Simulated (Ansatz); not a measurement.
An Ansatz (a first-principles code) input:

Ansatz 0.2 input:
```yaml
crystal:
  lattice:
    - [-2.6670744615, 2.6670744615, 5.3230733155]
    - [2.6670744615, -2.6670744615, 5.3230733155]
    - [2.6670744615, 2.6670744615, -5.3230733155]
  atoms:
    - { symbol: Be, position: [0.25, 0.75, 0.5] }
    - { symbol: Be, position: [0.5, 0.5, 0.0] }
    - { symbol: Si, position: [0.75, 0.25, 0.5] }
    - { symbol: Si, position: [0.0, 0.0, 0.0] }
    - { symbol: As, position: [0.375, 0.8580739793, 0.9830739793] }
    - { symbol: As, position: [0.1419260207, 0.125, 0.5169260207] }
    - { symbol: As, position: [0.875, 0.3919260207, 0.0169260207] }
    - { symbol: As, position: [0.6080739793, 0.625, 0.4830739793] }
kpoints:
  mp_grid: { grid: [4, 4, 4] }
hamiltonian:
  xc: hse06
  pseudopotentials: { kind: paw }
scf:
  n_extra_bands: 8
  occupations: { method: fixed }
output:
  eigenvalues: true
  eigenstates:
    e_range: [-9.0, 10.0]
    kpoints:
      - [0.0, 0.0, 0.0]  # VBM
      - [0.453125, -0.453125, 0.453125]  # CBM
```

How many symmetry operations and irreducible k-points will the run report?

8 operations, 13 of 64 k-points.

With a cutoff of 420 eV, how many plane waves at Γ?

2953.

It took about 4 core-minutes (a rough figure) on shared server cores.

The points marked VBM and CBM come from a semilocal run.

Space group I-42d (chalcopyrite). The workflow started from a Materials Project entry (that database holds measured and hypothetical structures alike); the Crystallography Open Database copy checked does not list it. Its standing as an ambient phase is unchecked. The cell was relaxed with r²SCAN under the symmetry of its start; whether a distortion lowers the energy is not shown.

Potentials: the later of the program's two PAW sets.

Ansatz is a plane-wave DFT program.
